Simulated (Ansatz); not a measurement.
All numbers below come from DFT PBE, scalar-relativistic, plane waves, PAW in Ansatz. Settings: cutoff 420 eV, Γ-centred meshes spaced at most about 0.3 Å⁻¹, and about 0.25 Å⁻¹ or finer for metals (2π included), Gaussian smearing. No spin polarisation in the final relaxations.

All energies are static (0 K, no zero-point motion).

Two relaxed structures of La2ZrO3:

A.

```yaml
crystal:
  lattice:
    - [3.46787, 0.00000, 0.00000]
    - [-1.73394, 3.00327, 0.00000]
    - [0.00000, 0.00000, 8.77153]
  atoms:
    - { symbol: La, position: [0.33333, 0.66667, 0.17881] }
    - { symbol: La, position: [0.66667, 0.33333, 0.82119] }
    - { symbol: Zr, position: [0.00000, 0.00000, 0.50000] }
    - { symbol: O, position: [0.33333, 0.66667, 0.62514] }
    - { symbol: O, position: [0.66667, 0.33333, 0.37486] }
    - { symbol: O, position: [0.00000, 0.00000, 0.00000] }
```

B.

```yaml
crystal:
  lattice:
    - [1.85779, -6.64272, 0.00000]
    - [1.85779, 6.64272, 0.00000]
    - [0.00000, 0.00000, 7.95882]
  atoms:
    - { symbol: La, position: [0.89388, 0.10612, 0.00000] }
    - { symbol: La, position: [0.10612, 0.89388, 0.00000] }
    - { symbol: Zr, position: [0.00000, 0.00000, 0.50000] }
    - { symbol: O, position: [0.50000, 0.50000, 0.15276] }
    - { symbol: O, position: [0.50000, 0.50000, 0.84724] }
    - { symbol: O, position: [0.50000, 0.50000, 0.50000] }
```

**Question.** Which is lower in energy, and by how much?

**Answer.** A is lower, by 1.46 eV/atom. A has La and Zr ordered on rock salt sites, space group P-3m1 (No. 164), 15.2 Å³/atom and no gap on its mesh; B has space group Cmmm (No. 65), 32.7 Å³/atom and no gap. Counting O atoms around La and Zr (those within 1.25 times the shortest such distance or 1.15 times the sum of covalent radii), A has La 6, Zr 6 and B has La 4, Zr 2. The denser one is the lower, and pressure would at first widen the difference. In A, La is surrounded by 6 O at 2.54–2.64 Å, 3 Zr at 3.46 Å and 6 La at 3.47 Å; Zr has 6 O at 2.28 Å, 6 La at 3.46 Å and 6 Zr at 3.47 Å; O on a site of symmetry 3m is surrounded by 3 Zr at 2.28 Å, 3 La at 2.64 Å and 3 O at 2.97 Å; 1 more site not described. In B, around La lie 4 O at 2.63 Å and 1 La at 2.82 Å; Zr has 2 O at 1.86 Å; around O on a site of symmetry mm2 lie 1 O at 2.43 Å, 4 La at 2.63 Å and 1 O at 2.76 Å; 1 more site not described. Both come from invented guesses.

A magnetic state wasn't ruled out in cells without spin, among them Cmmm. Cells relaxed within their symmetry can be saddle points.
